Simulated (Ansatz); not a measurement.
The relaxed structure here is a generated cell of TiC: the first start was made by placing the elements on the sites of a structure type, and the end was not matched to a known phase here, so it may be hypothetical. Known forms of TiC include space group No. 225.

A relaxed cell of TiC (P4/nmm (No. 129)), relaxed on a k-mesh at least as fine as the one used below. Computed with PBEsol (plane waves to 420 eV, PAW, scalar-relativistic; Ansatz, a program for electronic structure). Γ-centred k-mesh 8×8×12 on the run's cell (coarser than for final values), Fermi–Dirac smearing 0.05 eV.

```
TiC
1.0
    7.95554     0.00000     0.00000
    3.97777     3.97777     0.00000
    0.00000     0.00000     2.58669
C Ti
4 4
Cartesian
  7.95554   1.98888   0.76955
  3.97777   1.98888   0.76955
  1.98888   0.00000   1.81714
  5.96665   0.00000   1.81714
  0.00000   0.00000   0.00000
  3.97777   0.00000   0.00000
  1.98888   1.98888   0.00000
  5.96665   1.98888   0.00000
```

The atoms are displaced along an unstable phonon of this cell by (Å):

| atom | ux | uy | uz |
|---|---|---|---|
| C1 | -0.071 | 0.009 | 0.000 |
| C2 | 0.071 | -0.009 | 0.000 |
| C3 | -0.009 | 0.071 | 0.000 |
| C4 | 0.009 | -0.071 | 0.000 |
| Ti5 | 0.000 | 0.000 | 0.019 |
| Ti6 | 0.000 | 0.000 | -0.019 |
| Ti7 | 0.000 | 0.000 | 0.150 |
| Ti8 | 0.000 | 0.000 | -0.150 |

Problem. What forces (eV/Å) and pressure result?

Solution. 
```json
[
 {"atom": "C1", "Fx": "-0.05", "Fy": "0.01", "Fz": "-0.06"},
 {"atom": "C2", "Fx": "0.05", "Fy": "-0.01", "Fz": "-0.06"},
 {"atom": "C3", "Fx": "-0.01", "Fy": "0.05", "Fz": "0.06"},
 {"atom": "C4", "Fx": "0.01", "Fy": "-0.05", "Fz": "0.06"},
 {"atom": "Ti5", "Fx": "0.00", "Fy": "0.00", "Fz": "0.05"},
 {"atom": "Ti6", "Fx": "0.00", "Fy": "0.00", "Fz": "-0.05"},
 {"atom": "Ti7", "Fx": "0.00", "Fy": "0.00", "Fz": "0.41"},
 {"atom": "Ti8", "Fx": "0.00", "Fy": "0.00", "Fz": "-0.41"}
]
```

Pressure 0.0 GPa.

The undisplaced cell is probably no minimum: from this displacement the run went on to P6₃/mmc (No. 194), 0.45 eV/atom below it.

No spin polarisation in the result.
